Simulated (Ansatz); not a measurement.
SnGe:
```xyz
2
Lattice="3.6114 0.0000 0.0000 0.0000 3.6114 0.0000 0.0000 0.0000 3.6114" Properties=species:S:1:pos:R:3 pbc="T T T"
Sn     0.0000     0.0000     0.0000
Ge     1.8057     1.8057     1.8057
```

Relaxed with PBE. Special points in fractions of this cell's reciprocal vectors: Γ (0.000, 0.000, 0.000); X (0.000, 0.500, 0.000); M (0.500, 0.500, 0.000); R (0.500, 0.500, 0.500).

Problem. List the band energies nearest the Fermi level at these points for the program Ansatz at the PBE level (PAW).

Solution. In eV from the Fermi level; about four levels below and three above (degenerate sets whole), none deeper than 8.9 eV; … stands for higher levels left out; points with the same levels are listed once.

```tsv
k	below	above
Γ	-2.77 -0.39 -0.39 -0.39	4.23 4.23 …
X	-8.48	1.80 2.18 2.18
M	-7.44 -6.17 -4.58 -4.58	3.05 4.87 5.91 5.91
R	-1.55 -1.55 -1.55 -1.35 -1.35 -1.35	…
```

Space group Pm-3m (CsCl type). The cell is a constructed one: a structure type filled with these elements; neither database checked (COD, Materials Project) lists it. Its standing as an ambient phase is unchecked. The PBE relaxation kept the symmetry of its start; its stability against distortions is not shown here. Scalar-relativistic: spin–orbit coupling is off unless named, which matters more the heavier the elements.

Potentials: the later of the program's two PAW sets.
